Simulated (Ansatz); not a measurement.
**Property card for Ni$_{3}$Sn$_{4}$**

Ni3Sn4:
```cif
data_Ni6Sn8
_chemical_formula_sum 'Ni6 Sn8'
_space_group_name_H-M_alt 'C2/m'
_space_group_IT_number 12
_space_group_name_Hall '-C 2y'
_cell_length_a 12.11206
_cell_length_b 4.03335
_cell_length_c 5.18751
_cell_angle_alpha 90.000
_cell_angle_beta 105.308
_cell_angle_gamma 90.000
loop_
_atom_site_label
_atom_site_type_symbol
_atom_site_symmetry_multiplicity
_atom_site_Wyckoff_symbol
_atom_site_fract_x
_atom_site_fract_y
_atom_site_fract_z
_atom_site_occupancy
Ni1 Ni 2 a 0.00000 0.00000 0.00000 1
Ni2 Ni 4 i 0.21597 0.00000 0.33590 1
Sn1 Sn 4 i 0.07246 0.50000 0.31292 1
Sn2 Sn 4 i 0.17122 0.00000 0.81107 1
```
(The calculation used a cell of 7 atoms; values per cell refer to that cell.)

Space group C2/m (No. 12); conventional cell a = 12.112 Å, b = 4.033 Å, c = 5.188 Å, α = 90.00°, β = 105.31°, γ = 90.00°.

Method: DFT-PBEsol in the program Ansatz with PAW potentials. Geometry: relaxed at this level of theory. Other levels are named where they apply.

### Cell and energy

Volume per atom: 17.46 Å³
Density: 8.84 g/cm³
Formation energy from the elements (no fitted shifts): -0.27 eV/atom

### Electronic structure

* **Electronic character**: metallic (no gap)
* **Density of states at the Fermi level**: 0.40 states/eV per atom (mean over ±0.08 eV)
* **Gap with spin–orbit coupling**: none (metallic)

### Mechanics

- Bulk modulus (Birch–Murnaghan fit) = 114 GPa
- Pressure derivative B′ = 5.1

The workflow started from a Materials Project entry (that database holds measured and hypothetical structures alike); the Crystallography Open Database files this formula in space group No. 12, but the cells were not matched. Its standing as an ambient phase is unchecked. The PBEsol relaxation kept the symmetry of its start; its stability against distortions is not shown here. The run is not spin-polarised. The program gave a warning on the electronic state, which may not be the lowest. Axis ratios of metals converge slowly with the k-mesh, so a and c are less sure than the volume. The references are the lowest solids computed at this level, not always the standard phases. Spin–orbit coupling is left out wherever it is not named.

Potentials: the earlier of the program's two PAW sets. The files were generated under PBE; for other functionals the program regenerates the frozen cores, and for LDA and PBEsol the local potential too.
